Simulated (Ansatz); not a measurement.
Values for one crystal, relaxed and computed with r²SCAN in the plane-wave PAW code Ansatz; other levels are named.

- Volume per atom: 17.37 Å³
- Electronic character: metallic (no gap)
- Formation energy from the elements (no fitted shifts): -115 kJ/mol of atoms
- Density of states at the Fermi level: 0.06 states/eV per atom (mean over ±0.08 eV)
- Pressure derivative B′: 4.3
- Bulk modulus (Birch–Murnaghan fit): 133 GPa

Question: Which compound is it?
(A) Co3Sn2S2, R-3m (Co on 9d, S on 6c, Sn on 3b, Sn on 3a)
(B) BaGe, Cmcm (Ba on 4c, Ge on 4c)
(C) HfGeS, P4/nmm (Ge on 2a, Hf on 2c, S on 2c)
(D) Ni2Ge, Pnma (Ni on 4c, Ni on 4c, Ge on 4c)

Answer: C, HfGeS, P4/nmm (Ge on 2a, Hf on 2c, S on 2c)

The workflow started from an entry of the Crystallography Open Database (COD). Whether it is the stable phase at ambient conditions was not checked. The r²SCAN relaxation kept the symmetry of its start; whether a distortion lowers the energy is not shown. No spin polarisation was allowed. The references are the lowest solids computed at this level, not always the standard phases. Scalar-relativistic: spin–orbit coupling is off unless named, which matters more the heavier the elements.

Potentials: the later of the program's two PAW sets.
